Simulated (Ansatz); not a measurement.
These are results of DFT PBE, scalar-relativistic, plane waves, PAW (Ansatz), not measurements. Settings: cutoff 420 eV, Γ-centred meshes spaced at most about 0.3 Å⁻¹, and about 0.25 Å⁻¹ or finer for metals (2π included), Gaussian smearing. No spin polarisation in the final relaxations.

These are static total energies at zero pressure.

Two relaxed structures of SbBr:

A.

```xyz
2
Lattice="3.7813 0.0000 0.0000 0.0000 3.7813 0.0000 0.0000 0.0000 3.7813" Properties=species:S:1:pos:R:3 pbc="T T T"
Sb    0.0000    0.0000    0.0000
Br    1.8907    1.8907    1.8907
```

B.

```xyz
2
Lattice="0.0000 3.1592 3.1592 3.1592 0.0000 3.1592 3.1592 3.1592 0.0000" Properties=species:S:1:pos:R:3 pbc="T T T"
Sb    3.1592    3.1592    3.1592
Br    0.0000    0.0000    0.0000
```

Question: Which is lower in energy, and by how much?

Answer: A is lower, by 75 meV/atom. A has the caesium chloride type, space group Pm-3m (No. 221), 27.0 Å³/atom and no gap on its mesh; B has the rock salt type, space group Fm-3m (No. 225), 31.5 Å³/atom and no gap. Counting Br atoms around Sb (those within 1.25 times the shortest such distance or 1.15 times the sum of covalent radii, 1.27 where that leaves under three; the shortest distance is added where it exceeds 1.18 times the sum of covalent radii), A has Sb 8 from 3.3 Å and B has Sb 6 from 3.2 Å. The denser one is the lower, and pressure would at first widen the difference. Even the lower one lies +0.30 eV/atom against the reference forms of the elements (uncorrected), so neither is stable at this level. Both come from invented guesses. A third cell relaxed alike, in P6/mmm, lies 0.40 eV/atom below the lower of the two.

These runs have no spin–orbit coupling, which can matter for Sb. Cells relaxed within their symmetry can be saddle points.
